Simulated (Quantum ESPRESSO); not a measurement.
Moving one atom in Ga2Hf3InTaY

All numbers below are calculated, not measured. They come from Quantum ESPRESSO 7.5, a public plane-wave density functional program. Each row is one single-point run on a made-up periodic cell of eight metal atoms, with elements, volume, strain and displacements drawn at random and not relaxed, so a cell may be unstable or far from any real phase. There is no spin polarisation or spin-orbit coupling.

Settings: PBE unless stated; PseudoDojo standard norm-conserving files; Fermi-Dirac width 0.25 eV, which means electrons at about 2900 K; cutoff 1088 eV; 5 x 5 x 4 k mesh shifted half a step off Gamma. E is the free energy of the whole cell (internal energy minus TS), so a -TS column is already part of it. Stress is positive in tension, and the pressure P is minus a third of its trace.

Checks: one run of this series was repeated at a higher cutoff and on a denser mesh, which moved values by no more than 0.002 eV, 0.02 GPa and 0.004 eV/Å, and a second program with other atomic files agreed on it to 2 % rms in force and 0.5 GPa in pressure. Known limits: heavy elements are run without spin-orbit coupling, which real alloys of them have; a spin test at this wide smearing found no moment, but such smearing suppresses magnetism that the real alloy may have.

The lattice is hexagonal close-packed, and the cell vectors in Å are (4.736, -2.729, 0.047); (-3.211, -0.006, -5.150); (3.203, 5.537, 0.012), a volume of 179.12 Å³. The elements on sites 1 to 8 are Ga Hf Ga Y Ta Hf Hf In. The runs move the Hf atom on site 6 by u along x from its drawn, already displaced place and keep all else fixed. Forces are on that atom, and E is counted from run 4.

```
run    u (Å)  Fx (eV/Å)  Fy (eV/Å)  Fz (eV/Å)  P (GPa)  E (meV)
  1  -0.1565      0.463      0.003      0.008    -4.12     24.1
  2  -0.0832      0.170      0.080      0.065    -4.21      1.1
  3  -0.0451      0.029      0.126      0.099    -4.23     -2.7
  4   0.0026     -0.140      0.190      0.145    -4.23      0.0
  5   0.0269          ?          ?          ?        ?        ?
  6   0.1262     -0.550      0.380      0.278    -4.11     42.9
  7   0.1531     -0.638      0.425      0.309    -4.07     58.9
```

## Worked fit

A parabola through the runs shown gives Fx = -0.133 - 3.54 u + 1.7 u² eV/Å, with an error of 0.01 on the linear term and a scatter of 0.003 eV/Å. Minus its integral from run 1 to run 7 is 35 meV, and the table's energies differ by 35 meV.

## Withheld run

Question: what Fx should run 5 give?

The fit gives -0.227 ± 0.004 eV/Å. The calculation gave -0.223 eV/Å.
